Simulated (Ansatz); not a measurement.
# Rb4Sn2Au7: pressure against volume

A database entry relaxed whole under r2SCAN (R-3m):

```
CELL_PARAMETERS angstrom
3.42840 1.97939 9.72222
-3.42840 1.97939 9.72222
0.00000 -3.95877 9.72222
ATOMIC_POSITIONS crystal
Rb 0.81208 0.81208 0.81208
Rb 0.18792 0.18792 0.18792
Rb 0.68418 0.68418 0.68418
Rb 0.31582 0.31582 0.31582
Sn 0.45006 0.45006 0.45006
Sn 0.54994 0.54994 0.54994
Au 0.00000 0.00000 0.00000
Au 0.78752 0.19311 0.78752
Au 0.78752 0.78752 0.19311
Au 0.19311 0.78752 0.78752
Au 0.21248 0.80689 0.21248
Au 0.80689 0.21248 0.21248
Au 0.21248 0.21248 0.80689
```

The cell was scaled uniformly, its shape held, and the atoms relaxed at each volume with plane-wave PAW DFT (Ansatz 0.2.0; r2SCAN, 500 eV, 6×6×6 Γ-centred mesh, fermi-dirac occupations of width 0.100 eV; no spin, no spin-orbit coupling). One row is withheld.

```json
{"volume (Å³/atom)": "28.623", "energy over the lowest (meV/atom)": "15.9", "pressure (GPa)": "3.02"}
{"volume (Å³/atom)": "29.233", "energy over the lowest (meV/atom)": "?", "pressure (GPa)": "?"}
{"volume (Å³/atom)": "29.842", "energy over the lowest (meV/atom)": "1.6", "pressure (GPa)": "0.88"}
{"volume (Å³/atom)": "30.451", "energy over the lowest (meV/atom)": "0.0", "pressure (GPa)": "0.00"}
{"volume (Å³/atom)": "31.060", "energy over the lowest (meV/atom)": "1.6", "pressure (GPa)": "-0.77"}
{"volume (Å³/atom)": "31.669", "energy over the lowest (meV/atom)": "5.8", "pressure (GPa)": "-1.43"}
{"volume (Å³/atom)": "32.278", "energy over the lowest (meV/atom)": "12.5", "pressure (GPa)": "-2.01"}
```

Q: Fit the pressures of the other rows to the third-order Birch-Murnaghan form.

A: With f = [(V₀/V)^(2/3) − 1]/2 and P = 3B₀f(1 + 2f)^(5/2)[1 + 3(B₀′ − 4)f/2], least squares gives V₀ = 30.45 Å³ an atom, B₀ = 40.9 GPa and B₀′ = 5.8; the rows miss the fit by less than 0.01 GPa. The slope of the energies differs from these pressures by less than 0.05 GPa.

Q: What does the withheld row hold?

A: The fit gives 1.88 GPa at 29.233 Å³; the run gave 1.88 GPa and 6.7 meV an atom.

Caveats: the shape of the cell was held, so B₀ is an upper bound where the axes differ in stiffness; 0 K, fixed nuclei; the symmetry was kept, and this need not be the phase that is stable at 0 K; one mesh for all volumes; every run is gapless at this level; pressure is positive in compression.
